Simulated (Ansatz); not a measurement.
# Slab of hcp Zn (10-10), 6 layers

The slab is cut from the hcp crystal, the stable phase, as relaxed on PAW files (14.28 Å³/atom), with 16 Å of vacuum and a dipole correction:

```yaml
crystal:
  lattice:
    - [2.58974, 0.00000, 0.00000]
    - [0.00000, 4.91584, 0.00000]
    - [0.00000, 0.00000, 21.23320]
  atoms:
    - { symbol: Zn, position: [0.75000, 0.75000, 0.37677] }
    - { symbol: Zn, position: [0.25000, 0.25000, 0.41198] }
    - { symbol: Zn, position: [0.25000, 0.75000, 0.48240] }
    - { symbol: Zn, position: [0.75000, 0.25000, 0.51760] }
    - { symbol: Zn, position: [0.75000, 0.75000, 0.58802] }
    - { symbol: Zn, position: [0.25000, 0.25000, 0.62323] }
```

Computed with Ansatz 0.2.0; functional PBEsol, scalar-relativistic. Settings: a Γ-centred 16×8×1 k mesh, Fermi–Dirac smearing of 0.05 eV, no spin polarisation. Methods: LAPW: all electrons, basis error target 1 meV/atom; PAW: frozen-core files, cutoff 420 eV.

The bulk energy comes from a cell in the slab's orientation on a 16×8×9 mesh. The surface energy is (E(slab) − N·E(bulk))/2A at zero smearing, the mean of both faces; thin slabs carry quantum-size effects.

The PAW files were made under PBE.

Question: As cut, the LAPW slab lies 1.644 eV above 6 atoms of bulk. What surface energy is that?

Answer: Over two faces of 12.73 Å² it is 64.6 meV/Å², and times 16.02 J/m² per eV/Å² that gives γ = 1.034 J/m².

Question: What do relaxation and the other method give, and what work function comes out?

Answer: 

```csv
method,γ as cut (J/m²),γ relaxed (J/m²),Φ as cut (eV),Φ relaxed (eV)
LAPW,1.034,0.784,4.47,4.41
PAW,1.035,0.784,4.47,4.41
```

Question: How do the spacings between the planes relax?

Answer: From the bottom face up: d12 -100.6 % of 0.748 Å, d23 +59.9 % of 1.495 Å, d34 -100.5 % of 0.748 Å, d45 +59.9 % of 1.495 Å, d56 -100.6 % of 0.748 Å.

Question: A field of 0.1 V/Å is applied along the normal, atoms held. What follows?

Answer: LAPW finds an induced dipole of 0.0553 e·Å a cell (PAW 0.0553), that is 7.86 Å for 4πα over the area, against 4.78 Å between the outer atoms.

Question: A 2p core hole is made on one atom of each kind in every 1×1 cell (PAW hole dataset, neutral cell, valence without spin). What does it cost by layer?

Answer: layer 1 1024.92 eV, layer 2 1024.92 eV, layer 3 1024.97 eV. Shifts between layers mean more than the absolute values, and a whole layer of holes screens otherwise than one hole.
